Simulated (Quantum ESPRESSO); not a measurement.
## Calculated data, ZnGa$_{3}$P$_{4}$ (made-up cell)

Calculation on a made-up crystal cell, not a measurement: periodic Kohn-Sham density functional theory in plane waves with PseudoDojo standard norm-conserving scalar-relativistic pseudopotentials, each functional with its own files (v0.5 for PBE, v0.4.1 for LDA and PBEsol), no spin polarisation, no spin-orbit coupling, atoms not relaxed, stress positive in tension, energies less a fixed whole-eV offset for each atom's element; levels are Kohn-Sham levels at fractions of this cell's reciprocal vectors, counted from the reference band (half the neutral cell's valence electrons, rounded up) at Gamma; error bars cover cutoff and k-mesh only, not smearing or the files; added strain carries the atoms with the cell, and shear is the tensor component; each bar is the largest change over components, and at least 0.002 eV, 0.002 eV per angstrom or 0.02 GPa; energies are for the whole cell, and the offsets were chosen from early runs and are not element reference energies. Program: Quantum ESPRESSO 7.5.

ZnGa$_{3}$P$_{4}$ (made-up cell)

```cif
# cell vector a (Å): 5.4985 0.0000 0.0000
# cell vector b (Å): 0.0000 5.4985 0.0000
# cell vector c (Å): 0.0000 0.0000 5.4985
data_ZnGa3P4
_symmetry_space_group_name_H-M 'P 1'
_symmetry_Int_Tables_number 1
_cell_length_a 5.4985
_cell_length_b 5.4985
_cell_length_c 5.4985
_cell_angle_alpha 90.000
_cell_angle_beta 90.000
_cell_angle_gamma 90.000
_cell_volume 166.24
loop_
_atom_site_label
_atom_site_type_symbol
_atom_site_fract_x
_atom_site_fract_y
_atom_site_fract_z
_atom_site_occupancy
Ga1 Ga 0.98900 0.98720 0.02268 1
Ga2 Ga 0.03294 0.48959 0.49317 1
Ga3 Ga 0.53415 0.99180 0.51680 1
Zn1 Zn 0.51541 0.50621 0.97650 1
P1 P 0.24936 0.27166 0.26400 1
P2 P 0.22743 0.76063 0.73673 1
P3 P 0.78178 0.22697 0.73798 1
P4 P 0.78280 0.73660 0.23370 1
```

- lattice type: zincblende/diamond
- functional: pbe
- cutoff: 1143 eV
- fermi dirac smearing: 0.1 eV
- scf tolerance: 1e-07 eV
- electrons removed: 0
- k mesh: 6 x 6 x 6, shifted by half a step
- pressure: withheld
- fermi level: withheld

Atoms:
| atoms element | atom site | atom energy offset (eV) |
| --- | --- | --- |
| Ga | 1 | -2080 |
| Ga | 2 | -2080 |
| Ga | 3 | -2080 |
| Zn | 4 | -5687 |
| P | 5 | -189 |
| P | 6 | -189 |
| P | 7 | -189 |
| P | 8 | -189 |

Q: ZnGa$_{3}$P$_{4}$ (made-up cell): pressure?
A: 2.751 GPa

Q: Give the missing fermi level for ZnGa$_{3}$P$_{4}$ (made-up cell).
A: -0.6955 eV

Q: Give the table of levels values for ZnGa$_{3}$P$_{4}$ (made-up cell).
A: 
Levels:
| level k point | next band up (eV) |
| --- | --- |
| Gamma | 0.9565 |
| (1/2,1/2,1/2) | 1.063 |
| (0.15,0,0) | 1.29 |
| (0,0.15,0) | 1.283 |
| (0,0,0.15) | 1.288 |

Further results for ZnGa$_{3}$P$_{4}$ (made-up cell):

* free energy less offsets: -3.063 eV
* smearing term minus ts: -0.1094 eV
* scf iterations: 12
* stress xx: -2.577 GPa
* stress yy: -2.814 GPa
* stress zz: -2.861 GPa
* stress yz: -1.668 GPa
* stress xz: 1.94 GPa
* stress xy: -1.324 GPa
* reference band: 40
* error bar energy: 0.003418 eV
* error bar stress: 0.04068 GPa
* error bar force: 0.005385 eV/Å
* error bar next band up: 0.002 eV
* error bar fermi level: 0.004014 eV
* error bars from: tighter rerun of a related cell

Forces:
| site | x (eV/Å) | y (eV/Å) | z (eV/Å) |
| --- | --- | --- | --- |
| 1 | 1.955 | 1.909 | -0.9851 |
| 2 | -2.001 | 1.097 | 1.255 |
| 3 | -1.095 | -0.5473 | -1.222 |
| 4 | -0.2004 | -0.2348 | 0.07065 |
| 5 | 2.437 | -2.468 | -2.384 |
| 6 | 1.562 | 0.1946 | 0.7624 |
| 7 | -0.2952 | 1.436 | 0.8337 |
| 8 | -2.362 | -1.386 | 1.671 |
